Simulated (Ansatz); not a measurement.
## From the elastic tensor of B2W at 3 GPa (stress–strain coefficients) to moduli and sound speeds

Level of theory: DFT LDA, scalar-relativistic, plane waves, PAW (Ansatz). Plane waves to 420 eV; Γ-centred k mesh 18×18×12; Fermi-Dirac smearing of 0.15 eV. No spin polarisation.

It takes space group P6/mmm (No. 191, hexagonal). Conventional cell: a = 2.980 Å, b = 2.980 Å, c = 3.297 Å, α = 90.00°, β = 90.00°, γ = 120.00°. Around B (site symmetry -6m2) lie 3 B at 1.72 Å. W (site symmetry 6/mmm) is surrounded by 12 B at 2.38 Å.

In a metal, frequencies and elastic constants depend on the k mesh and the smearing, soft modes and shear constants most. Spin–orbit coupling is left out, which can shift energies with elements as heavy as these.

Relaxed-ion constants (GPa, on the Cartesian axes of the calculation):
```
676.6 171.0 284.6   0.0   0.0   0.0
171.0 676.6 284.6   0.0   0.0   0.0
284.6 284.6 455.6   0.0   0.0   0.0
  0.0   0.0   0.0 163.5   0.0   0.0
  0.0   0.0   0.0   0.0 163.5   0.0
  0.0   0.0   0.0   0.0   0.0 252.8
```

Density 13.452 g/cm³; 3 atoms in 25.36 Å³.

The values that follow are for a polycrystal of randomly turned grains, by Hill's mean where one number stands.

```
Bulk modulus, Voigt / Reuss / Hill          : 365.5 / 361.3 / 363.4 GPa
Shear modulus, Voigt / Reuss / Hill         : 187.2 / 167.1 / 177.1 GPa
Young's modulus                             : 457 GPa
Poisson ratio                               : 0.290
Pugh ratio B/G                              : 2.05
Universal anisotropy index                  : 0.61
Longitudinal and transverse sound speeds    : 6676 and 3629 m/s
Debye temperature from the mean sound speed : 592 K
```

Cost: 1 run of about 1.9 core-minutes, on Intel Xeon 6975P-C (Granite Rapids) (shared hosts).